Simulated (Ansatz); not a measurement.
## Which of these structures of SbP lies lowest?

Computed with DFT, PBE, all-electron LAPW, scalar-relativistic in Ansatz 0.2.0.

Each cell is taken as listed (from a database or a relaxation; residual pressures are under 0.6 GPa and forces under 0.08 eV/Å), on meshes of about 0.2 Å⁻¹ spacing; energies are extrapolated to zero smearing, with no zero-point or thermal terms. Other structures, the observed one among them, may be missing from this set and lie lower. No run is spin-polarised.

Spin–orbit coupling is left out, though it moves levels of the heavy atoms by tenths of an eV or more.

(1) Order the structures by energy per atom, lowest first, and give the differences.
A.
```cif
data_structure
_symmetry_space_group_name_H-M 'P6_3mc'
_symmetry_Int_Tables_number 186
_cell_length_a 4.7791
_cell_length_b 4.7791
_cell_length_c 5.8680
_cell_angle_alpha 90.000
_cell_angle_beta 90.000
_cell_angle_gamma 120.000
_cell_volume 116.07
loop_
_atom_site_label
_atom_site_type_symbol
_atom_site_symmetry_multiplicity
_atom_site_Wyckoff_symbol
_atom_site_fract_x
_atom_site_fract_y
_atom_site_fract_z
_atom_site_occupancy
Sb1 Sb 2 b 0.33333 0.66667 0.96726 1
P1 P 2 b 0.33333 0.66667 0.40874 1
```
(wurtzite type, relaxed by us; 10×10×6 mesh on the primitive cell, smearing 0.05 eV, P = 0.0 GPa)
B.
```cif
data_structure
_symmetry_space_group_name_H-M 'Fm-3m'
_symmetry_Int_Tables_number 225
_cell_length_a 5.6355
_cell_length_b 5.6355
_cell_length_c 5.6355
_cell_angle_alpha 90.000
_cell_angle_beta 90.000
_cell_angle_gamma 90.000
_cell_volume 178.97
loop_
_atom_site_label
_atom_site_type_symbol
_atom_site_symmetry_multiplicity
_atom_site_Wyckoff_symbol
_atom_site_fract_x
_atom_site_fract_y
_atom_site_fract_z
_atom_site_occupancy
Sb1 Sb 4 a 0.00000 0.00000 0.00000 1
P1 P 4 b 0.50000 0.00000 0.00000 1
```
(rocksalt type, relaxed by us; 11×11×11 mesh on the primitive cell, smearing 0.05 eV, P = 0.0 GPa)

## Answers

(1) B (0 meV/atom), A (134 meV/atom).
